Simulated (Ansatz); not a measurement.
Here is the system:

Y (diamond, Fd-3m), a = 6.8306 Å, b = 6.8306 Å, c = 6.8306 Å, α = 90.00°, β = 90.00°, γ = 90.00°; the cell used has 2 atoms.

This is the PBEsol-relaxed structure.

Problem. All from the program Ansatz at the PBEsol level (PAW), unless another level is named. Predict the density of states at the Fermi level.

Solution. 2.0 states/eV per atom (mean over ±0.08 eV).

Problem. Next, the gap with spin–orbit coupling?

Solution. none (metallic).

The start of the workflow was typed in or built on a structure type; neither database checked (COD, Materials Project) lists it. It is not the phase usual at ambient conditions (space group No. 194). The cell was relaxed with PBEsol under the symmetry of its start. At this level the phase is mechanically unstable. The run is not spin-polarised. The volume moved by -24 % from the start of the relaxation. Scalar-relativistic: spin–orbit coupling is off unless named, which matters more the heavier the elements.

Potentials: the later of the program's two PAW sets.
